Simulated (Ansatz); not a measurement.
The relaxed structure here is a generated cell of Nb: the first start was made by placing the elements on the sites of a structure type, and the end was not matched to a known phase here, so it may be hypothetical. Known forms of Nb include space group No. 229.

A relaxed structure of Nb. The numbers are results of PBEsol (plane waves to 420 eV, PAW, scalar-relativistic; Ansatz, a first-principles code), not measurements.

```xyz
1
Lattice="-1.3556 1.3556 2.4275 1.3556 -1.3556 2.4275 1.3556 1.3556 -2.4275" Properties=species:S:1:pos:R:3 pbc="T T T"
Nb     0.0000     0.0000     0.0000
```

Question: Determine the symmetry and give the standard cell with its independent sites.

Answer: Space group I4/mmm (No. 139); a = 2.7113 Å, b = 2.7113 Å, c = 4.8550 Å, α = 90.00°, β = 90.00°, γ = 90.00°

```tsv
atom	site	symmetry	x	y	z
Nb	2a	4/mmm	0.0000	0.0000	0.0000
```

Question: Give the shortest distances between elements (the closest pairs, up to four, under 3.6 Å).

Answer: Nb–Nb 2.71 Å.

```json
{
 "volume_per_atom": "17.84 Å³",
 "band_gap": "zero (metallic)"
}
```

No spin polarisation in the result.

The run could not lose the symmetry of its start: the end is stationary, and may be a saddle point rather than a minimum.

It was reached from a disturbed copy of a Cmmm (No. 65) cell, against which it lies -0.49 eV/atom.
